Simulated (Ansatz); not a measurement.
## ⁵¹V NMR of the central transition in VPO₅

Cell: a Materials Project structure (computed, not necessarily an observed phase).

Space group C2/c (No. 15); a = 7.0508, b = 7.6399, c = 7.0653 Å, β = 117.25°.

```csv
site,Wyckoff,site symmetry,x,y,z
V,4a,-1,0.0000,0.0000,0.5000
P,4e,2,0.5000,0.1429,0.2500
O5,8f,1,0.5295,0.2596,0.0850
O7,8f,1,0.3057,0.9764,0.6337
O13,4e,2,0.5000,0.4419,0.7500
```

One atom of each set is listed; the run and its k-mesh use a cell of 14 atoms with edges of 5.20, 5.20, 7.07 Å.

Computed with Ansatz: DFT, PBE, plane waves and PAW, scalar-relativistic, 420 eV cutoff, Γ-centred 4×4×4 k-points, Fermi–Dirac smearing 0.02 eV.

⁵¹V has I = 7/2 and Q = -52.00 mb (Pyykkö 2018); at 21.1 T its Larmor frequency is ν₀ = 236.6 MHz. Only the quadrupole interaction is simulated: positions count from each site's isotropic chemical shift, and J coupling is left out, as are shift anisotropy and dipolar coupling, which fast spinning averages.

Simulated pattern of one V site (fast magic-angle spinning, Gaussian broadening 0.1 kHz):

| offset (kHz) | height |
| --- | --- |
| -3.175 | 0 |
| -3.094 | 0 |
| -3.014 | 5 |
| -2.933 | 8 |
| -2.852 | 8 |
| -2.772 | 8 |
| -2.691 | 8 |
| -2.610 | 9 |
| -2.530 | 9 |
| -2.449 | 9 |
| -2.369 | 9 |
| -2.288 | 10 |
| -2.207 | 14 |
| -2.127 | 31 |
| -2.046 | 42 |
| -1.966 | 46 |
| -1.885 | 53 |
| -1.804 | 70 |
| -1.724 | 97 |
| -1.643 | 86 |
| -1.562 | 71 |
| -1.482 | 65 |
| -1.401 | 62 |
| -1.321 | 60 |
| -1.240 | 60 |
| -1.159 | 61 |
| -1.079 | 62 |
| -0.998 | 65 |
| -0.918 | 70 |
| -0.837 | 79 |
| -0.756 | 98 |
| -0.676 | 100 |
| -0.595 | 79 |
| -0.514 | 68 |
| -0.434 | 62 |
| -0.353 | 57 |
| -0.273 | 48 |
| -0.192 | 17 |
| -0.111 | 1 |
| -0.031 | 0 |

Question: Which |C_Q| and η does the pattern imply?

Answer: The pattern spans 2.81 kHz before broadening and its centre of gravity is at -1.23 kHz, which fixes P_Q; the places of the horns and steps fix η. That gives P_Q = 10.7 MHz, |C_Q| = 10.5 MHz and η = 0.29. The sign of C_Q can't be read from the pattern.

The largest force is 0.4 eV/Å, so the atoms aren't at the calculated equilibrium and relaxing them would move these values. The run isn't spin-polarised; if V carries unpaired electrons in the real compound, its values differ.
